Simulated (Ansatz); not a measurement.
**Two states of EuBi2IN4**

```yaml
crystal:
  lattice:
    - [3.96163, 0.00000, 0.00000]
    - [0.00000, 3.96163, 0.00000]
    - [0.00000, 0.00000, 9.65395]
  atoms:
    - { symbol: Bi, position: [0.50000, 0.50000, 0.73920] }
    - { symbol: Bi, position: [0.50000, 0.50000, 0.26080] }
    - { symbol: Eu, position: [0.00000, 0.00000, 0.00000] }
    - { symbol: I, position: [0.00000, 0.00000, 0.50000] }
    - { symbol: N, position: [0.50000, 0.00000, 0.85400] }
    - { symbol: N, position: [0.00000, 0.50000, 0.85400] }
    - { symbol: N, position: [0.50000, 0.00000, 0.14600] }
    - { symbol: N, position: [0.00000, 0.50000, 0.14600] }
```

Level: PBE, with U_eff = 6.64 eV on Eu f (all-electron-ortho-atomic projectors); 420 eV; 6×6×3 Γ-centred mesh; fermi-dirac occupations (width 0.1 eV); Ansatz 0.2.0, fixed geometry.

State A: Eu3 up, N5 up, N6 up, N7 up, N8 up (collinear spin). State B: no moments (no spin polarisation).

Task: Compare the two self-consistent states.

Result: State A is lower by 798.3 meV an atom at zero smearing; in free energy at this smearing B lies +792.3 meV an atom from A.

```tsv
state	free energy (meV/atom)	largest moment in a small sphere (μB)	net moment (μB/cell)	gap on mesh (eV)	pressure (GPa)	largest force (eV/Å)
A	0.0	6.01	8.45	metal	5.1	0.26
B	792.3	0.00	0.00	metal	4.2	0.29
```

Origin: a known structure type with other elements, at an estimated volume, so it need not be a known compound. Caveats: another magnetic order, which this cell may not hold, can open a gap; open f shell without moments.
